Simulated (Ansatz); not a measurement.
# Run on Ta (P63/mmc) — total moment held at 1.6 μB

The calculation used DFT, LDA, all-electron PAW with datasets made for the crystal, scalar-relativistic in Ansatz 0.2.0.

Command: `ansatz run input.yaml --threads 1 --pin off --max-ram 3072MiB --backend cpu --events-out ev --progress --plain --runs-dir out`

```yaml
crystal:
  lattice:
    - [2.9003720726, 0.0, 0.0]
    - [-1.4501860363, 2.5117958953, 0.0]
    - [0.0, 0.0, 5.166274]
  atoms:
    - { symbol: Ta, position: [0.6666666667, 0.3333333333, 0.75], spin: 0.8 }
    - { symbol: Ta, position: [0.3333333333, 0.6666666667, 0.25], spin: 0.8 }
magnetization:
  spin_polarized: true
  initial_magnetization: 1.6
  spin_locking: { lock_magnetization: hard }
kpoints:
  mp_grid: { grid: [11, 11, 6] }
scf:
  occupations: { method: fermi_dirac, width: 0.05 }
  lower_state_search: "off"
hamiltonian:
  xc: lda
  pseudopotentials: { kind: all_electron, datasets: crystal }
output:
  forces: true
  stress: true
  eigenvalues: false
```

Output:

```
settings of this run that can trade accuracy for cost: output.eigenvalues: false. Do not mix this run's numbers with those of runs without the same settings; the input reference describes each key
hamiltonian.pseudopotentials.datasets: crystal makes datasets for this crystal and solves the spheres of its atoms anew in each pass: cutoff 440.0 eV, the density's 1760.0 eV; for an error of 0.50 meV an atom under PBE, 1.0 meV for the cell; an energy difference from a run of another recipe may be off by several times the error for the cell, under r2SCAN by more, where some 0.1 meV an atom stays a …
band count auto-derived: 35 (N_el = 54.0; filled up to band 28; 34 by the electrons, moments and atoms)
Engine: ansatz 0.2.0
Pseudopotentials: kind: all_electron
Pseudopotential: Ta, paw, valence charge 27, recommended cutoff 440 eV (normal), crystal/all_electron/lda/scalar/gaussian/Ta, Koelling and Harmon's equation, gaussian nucleus
Functional definition: SPW92
  exchange = slater_x
  correlation = pw_c
Crystal: 2 atoms, lattice volume = 37.637 Å³
Basis set: ecut = 440 eV, 761 PW (Γ)
Bands: 35, of which v1, the nominal top of the filled ones, is band 27 counted from 1 (26 counted from 0)
Symmetry: 24 space group operations
Space group: P63/mmc (ITA 194), of the structure as read, at distance tolerance 3.4e-5 Å
Magnetic group: BNS 194.263 (UNI 1493), of the structure as read, at distance tolerance 3.4e-5 Å
k-points: 64 of 726
Non-local potential: Ta, projectors of the file, l = 0: 2, l = 1: 2, l = 2: 2, l = 3: 2
PAW form: soft (Blöchl's): semilocal exchange-correlation on the pseudo side does not see the compensation charge
PAW one-centre angular grid: Ta, 590 points (default); XC on its mesh's 1823 points in the sphere
Initial density: superposition of atomic densities (chi_scale 0.1, normalization cell)
Starting moments: Σ|m| = 1.6 μB on 2 of 2 sites
Initial wavefunctions: pseudopotential atomic-orbital guess
Functional: x = slater, c = lda
iter 1 solved again at ethr=4.62e-3 eV; its pass at ethr=1.00e-1 eV (dr2=2.49e0 eV) is discarded
SCF iter   1: F=—  HF=-848639.167262 eV  |F-HF|=—  |Δ(HF+E_count)|=         —  Δρ=6.94e-2 (↑6.94e-2 ↓3.10e-2)  dr2=2.47e0  dr2_m=5.08e-1  M=1.600 μB ∫|m|=1.600 μB  β_m=0.30  ethr=4.62e-3  ⟨swp⟩=2.1  Hψ=21275  notcnv=0
preconditioner: auto → Kerker (q_TF=auto, 2.897 Å⁻¹)  [metal: Δε(μ)=0.014 eV  Ē_g=23.450 eV  σ=0.050 eV  W_gap=0.07  n_scr=22 (ndim 8)  ℏωp=42.8 eV  f_vac=0.000  D(μ)=2.49/eV (n_scr^D=22)]
spin=Collinear: Kerker preconditioning applied to the charge; magnetization (m = ρ↑ − ρ↓) channel mixes plain (no charge-response kernel on spin).
SCF iter   2: F=—  HF=-848638.884615 eV  |F-HF|=—  |Δ(HF+E_count)|=   2.83e-1  Δρ=5.26e-2 (↑5.26e-2 ↓2.39e-2)  dr2=1.62e0  dr2_m=2.56e-1  M=1.600 μB ∫|m|=1.600 μB  β_m=0.65  ethr=4.58e-3  ⟨swp⟩=2.0  Hψ=8960  notcnv=0
iter 3 solved again at ethr=5.97e-5 eV; its pass at ethr=3.00e-3 eV (dr2=3.22e-2 eV) is discarded
SCF iter   3: F=—  HF=-848638.256157 eV  |F-HF|=—  |Δ(HF+E_count)|=   6.28e-1  Δρ=5.73e-3 (↑4.41e-3 ↓5.73e-3)  dr2=3.22e-2  dr2_m=7.29e-4  M=1.600 μB ∫|m|=1.600 μB  β_m=0.82  ethr=5.97e-5  ⟨swp⟩=2.0  Hψ=20377  notcnv=0
SCF iter   4: F=—  HF=-848638.297133 eV  |F-HF|=—  |Δ(HF+E_count)|=   4.10e-2  Δρ=2.07e-3 (↑1.74e-3 ↓2.07e-3)  dr2=2.70e-3  dr2_m=1.80e-5  M=1.600 μB ∫|m|=1.600 μB  β_m=0.91  ethr=5.96e-5  ⟨swp⟩=3.0  Hψ=10507  notcnv=0
SCF iter   5: F=—  HF=-848638.304634 eV  |F-HF|=—  |Δ(HF+E_count)|=   7.50e-3  Δρ=4.14e-4 (↑3.68e-4 ↓4.14e-4)  dr2=1.52e-4  dr2_m=2.98e-7  M=1.600 μB ∫|m|=1.600 μB  β_m=0.91  ethr=5.00e-6  ⟨swp⟩=3.0  Hψ=11662  notcnv=0
SCF iter   6: F=—  HF=-848638.306289 eV  |F-HF|=—  |Δ(HF+E_count)|=   1.66e-3  Δρ=3.01e-4 (↑2.71e-4 ↓3.01e-4)  dr2=1.34e-4  dr2_m=2.45e-7  M=1.600 μB ∫|m|=1.600 μB  β_m=0.91  ethr=2.82e-7  ⟨swp⟩=4.0  Hψ=12102  notcnv=0
SCF iter   7: F=—  HF=-848638.303504 eV  |F-HF|=—  |Δ(HF+E_count)|=   2.79e-3  Δρ=6.64e-5 (↑6.63e-5 ↓6.64e-5)  dr2=5.47e-6  dr2_m=3.61e-9  M=1.600 μB ∫|m|=1.600 μB  β_m=0.96  ethr=2.49e-7  ⟨swp⟩=3.0  Hψ=11552  notcnv=0
SCF iter   8: F=—  HF=-848638.303496 eV  |F-HF|=—  |Δ(HF+E_count)|=   7.80e-6  Δρ=2.01e-5 (↑1.97e-5 ↓2.01e-5)  dr2=5.67e-7  dr2_m=7.24e-11  M=1.600 μB ∫|m|=1.600 μB  β_m=0.96  ethr=1.01e-8  ⟨swp⟩=3.0  Hψ=12516  notcnv=0
SCF iter   9: F=—  HF=-848638.303496 eV  |F-HF|=—  |Δ(HF+E_count)|=   1.63e-7  Δρ=5.97e-6 (↑5.70e-6 ↓5.97e-6)  dr2=5.25e-8  dr2_m=2.54e-11  M=1.600 μB ∫|m|=1.600 μB  β_m=0.98  ethr=1.05e-9  ⟨swp⟩=3.0  Hψ=8548  notcnv=0
SCF iter  10: F=-848638.303496 eV  HF=-848638.303496 eV  |F-HF|=1.16e-9  |Δ(HF+E_count)|=   3.38e-8  Δρ=1.57e-6 (↑1.52e-6 ↓1.57e-6)  dr2=3.61e-9  dr2_m=1.25e-12  M=1.600 μB ∫|m|=1.600 μB  ethr=9.72e-11  ⟨swp⟩=3.0  Hψ=8579  notcnv=0
SCF 1 converged in 10 iterations: F = -848638.303496 eV  dr2 = 3.61e-9
  Residual-converged pass: ⟨swp⟩=2.0  Hψ=5495  notcnv=0  max |occ|·‖R‖ = 5.3e-6 eV (tolerance 5.3e-6 eV)  dr2=3.61e-9  dr2_m=1.27e-12  dr2_onsite=2.22e-10  max |Δocc| = 1.1e-10
  greatest PAW one-centre occupation: 1.002 electrons in one spin orbital (limit 2), on the Ta atom at site 1 (counted from 0), in its partial waves of l = 3
SCF converged after 10 iterations
Stability checked in part: among states of this total moment the steps that led to this state did not find it unstable. No probe was made; neither looks for a lower state of another moment (fixed_total_moment; see scf.lower_state_search)
Magnetization: 1.6000 μB (27.8000 up, 26.2000 down)
Absolute magnetization: 1.6000 μB (∫|ρ↑−ρ↓|)
Spin contamination: -0.0824 ħ² per cell (⟨S²⟩ above its minimum at these occupations)
Per-site moments (μB) at R_I (Å): [(0.5263872541418674, 1.1964034799478516), (0.5263872541418674, 1.1964034799478516)]
Free energy (F): -848638.303496 eV
Harris-Foulkes:  -848638.303496 eV  (|F-HF|=1.16e-9)
Internal energy: -848638.283746 eV  (E = F + TS)
E sigma→0 (E₀):  -848638.293621 eV
Entropy (-TS):   -0.019750 eV (-9.875 meV/atom)
Past the cutoff: the bands carry plane waves up to 1.75 times it, of which those up to 1.5 times it add -0.000690 eV an atom, each by itself; the spheres take 0.000785 eV an atom off the energy for waves past 1.75 times it
By the cutoff:   a pressure is off by up to 0.012 GPa (1.2 times the spheres' own share and the shells' term, over an atom's volume, and 0.004 GPa: a bound that held against runs at twice the plane waves)
Past the cutoffs: a stress includes 0.0119 GPa for waves and charges beyond them, in addition to the slope of what the spheres take
In the spheres:  the bands' charges fall short by 1.4e-6 e at most (sound up to 1e-3)
Fermi energy:    23.762049 (↑ 24.118317, ↓ 23.405781) eV
--- Per-component energies (eV) ---
  E_band       = 37.490178
  E_kinetic    = 506.097998
  E_local      = -7627.970720  (includes V_loc(G=0)·N_el)
  E_nonlocal   = -5388.707514
  E_hartree    = 4002.646327
  E_xc         = -165.910348
  E_vxc        = -216.755002  (∫ρ·V_xc dr)
  E_paw        = -865791.555637  (= ΣΔE_a)
  E_vpaw       = -32452.981890  (= ΣTr[D̂ρ^β])
  E_ewald      = -11385.397266
  E_smearing   = -0.019750  (= −TS)
  E_closure    = 37212.513414  (closes the sum)
  Σ components = -848638.303496   (vs F -848638.303496, Δ=0.00e0)
  The terms above E_closure are by the made datasets' own strengths, without shells solved beside the bands.
--- Forces (eV/Å), atoms counted from 1 ---
  atom   1  Ta    -0.00000000     0.00000000     0.00000000
  atom   2  Ta     0.00000000    -0.00000000     0.00000000
  max |Σ_I F_I| component: 4.63e-18 eV/Å
--- Stress (GPa, compression-positive) ---
       -9.382928       0.000000       0.000000
        0.000000      -9.382928       0.000000
        0.000000       0.000000      -9.383368
  P = ⅓ Tr σ = -9.3831 GPa (-93.831 kbar)
settings of this run that can trade accuracy for cost: output.eigenvalues: false. Do not mix this run's numbers with those of runs without the same settings; the input reference describes each key
```

Site moments (μB): Ta1 0.53, Ta2 0.53. Cell moment 1.60 μB.

The magnetic group in the log treats spin as a scalar label, without spin–orbit coupling.

The Ansatz runs typed with the search for lower states off end where their start leads. Spin–orbit coupling is left out although heavy atoms are present. None of this fixes the real material's magnetic order: only patterns that fit the cell were computed, at zero temperature, with a functional that can overstate moments.

It took 34 s on 1 thread of Arm Neoverse V2 (shared host), peak memory 0.81 GiB.
